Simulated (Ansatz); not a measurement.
KF (rock salt, space group No. 225), DFT-LDA in the program Ansatz with PAW potentials. The conduction-band minimum lies at Γ, with 1 equivalent valley. Second derivatives d²E/dk² of the lowest band at one valley (eV·Å²), along Cartesian directions:

```json
[
 {"direction": "[100]", "d²E/dk²": "14.66"},
 {"direction": "[010]", "d²E/dk²": "14.66"},
 {"direction": "[001]", "d²E/dk²": "14.66"},
 {"direction": "[110]", "d²E/dk²": "14.66"},
 {"direction": "[101]", "d²E/dk²": "14.66"},
 {"direction": "[011]", "d²E/dk²": "14.66"}
]
```

Question: Find the principal effective masses, the density-of-states mass and the conductivity mass.

Answer: Off-diagonal terms follow from H_xy = H[110] − (H_xx + H_yy)/2, and m*/mₑ = 7.620 eV·Å² over each eigenvalue: 0.52, 0.52, 0.52. One valley's DOS mass (m₁m₂m₃)^(1/3) = 0.52, conductivity mass 3/(Σ 1/mᵢ) = 0.52 mₑ.

Question: What effective density of states Nc follows at 300 K for parabolic valleys?

Answer: Nc = 2.509e19 × 1 × (0.52)^(3/2) ≈ 9.4e18 cm⁻³.

Question: With the computed static dielectric constant 5.44 (mean of the diagonal), estimate a hydrogenic donor's binding energy and radius.

Answer: E = 13.606 eV × 0.52/5.44² ≈ 240 meV; a = 0.529 Å × ε/m* ≈ 5.5 Å. Semilocal masses tend to be too small where the gap is.

Question: With ε∞ = 2.10 and ω_LO = 339 cm⁻¹, what Fröhlich coupling constant follows?

Answer: α = (1/ε∞ − 1/ε0) √(m* × 13.606 eV/ħω_LO) = 3.8.

Space group Fm-3m (rock salt). The cell was relaxed with LDA under the symmetry of its start; phonons on a q-mesh show no instability.

Potentials: the later of the program's two PAW sets.
